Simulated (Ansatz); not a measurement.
Values for one crystal, relaxed and computed with the program Ansatz at the r²SCAN level (PAW); other levels are named.

| Property | Value |
|---|---|
| Volume per atom | 14.79 Å³ |
| Electronic character | metallic (no gap) |
| Density of states at the Fermi level | 0.60 states/eV per atom (mean over ±0.08 eV) |
| Formation energy from the elements (no fitted shifts) | -0.48 eV/atom |

Q: Which of these materials gives this?
A) YbS, rock salt
B) Ni3S4, Fd-3m (Ni on 16c, Ni on 8b, S on 32e)
C) LaNiGe3, I4mm (La on 2a, Ni on 2a, Ge on 4b, Ge on 2a)
D) SiNi3Mo2, P6_3/mmc (Si on 2a, Ni on 6h, Mo on 4f)

A: B, Ni3S4, Fd-3m (Ni on 16c, Ni on 8b, S on 32e)

The workflow started from a Materials Project entry (that database holds measured and hypothetical structures alike); the Crystallography Open Database files this formula in space group No. 227, but the cells were not matched. Whether it is the stable phase at ambient conditions was not checked. Symmetry was held in the r²SCAN relaxation; whether a distortion lowers the energy is not shown. The run is not spin-polarised. The references are the lowest solids computed at this level, not always the standard phases.

Potentials: the later of the program's two PAW sets.
